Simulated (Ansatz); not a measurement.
## Formation energy of BaIr₃ (AuCu3-type structure)

The computed numbers are results of PBE, scalar-relativistic (no spin polarisation) in the plane-wave PAW code Ansatz at 420 eV, 8×8×8 k-mesh, Gaussian smearing of 0.05 eV. The datasets are Ansatz's generated set soft_2.

The structure was built from a prototype; whether the compound forms in it isn't claimed.

It takes space group Pm-3m (No. 221, cubic). Conventional cell: a = 4.221 Å, b = 4.221 Å, c = 4.221 Å, α = 90.00°, β = 90.00°, γ = 90.00°. Ba (site symmetry m-3m) is surrounded by 12 Ir at 2.98 Å. Ir (site symmetry 4/mmm) has 4 Ba at 2.98 Å and 8 Ir at 2.98 Å as nearest neighbours. (Shells end 15 % past the nearest neighbour.)

The elements were computed in their standard states with the same datasets, cutoff and functional. Total energies depend on the potentials used, so only differences within one code and one set of settings carry meaning.

Energy of the relaxed cell (4 atoms, smearing extrapolated to zero): -41752.201 eV. Elements, in eV/atom: Ba -5949.540, Ir -11935.311.

Question: What is the formation energy?

Answer: [-41752.201 − (1 × -5949.540 + 3 × -11935.311)] / 4 = 0.82 eV/atom, or 79 kJ per mole of atoms.

The value is for 0 K, without zero-point energy. A positive value means that this structure is unstable even against the elements at this level.

The calculation's cell holds 61 valence electrons, an odd number. Without magnetic order each band takes two, so one stays part-filled and the crystal must be a metal. (Only strong correlation, outside this picture, could make a Mott insulator of it.)

For elements this heavy, spin–orbit coupling would shift levels and gaps; it isn't included here.
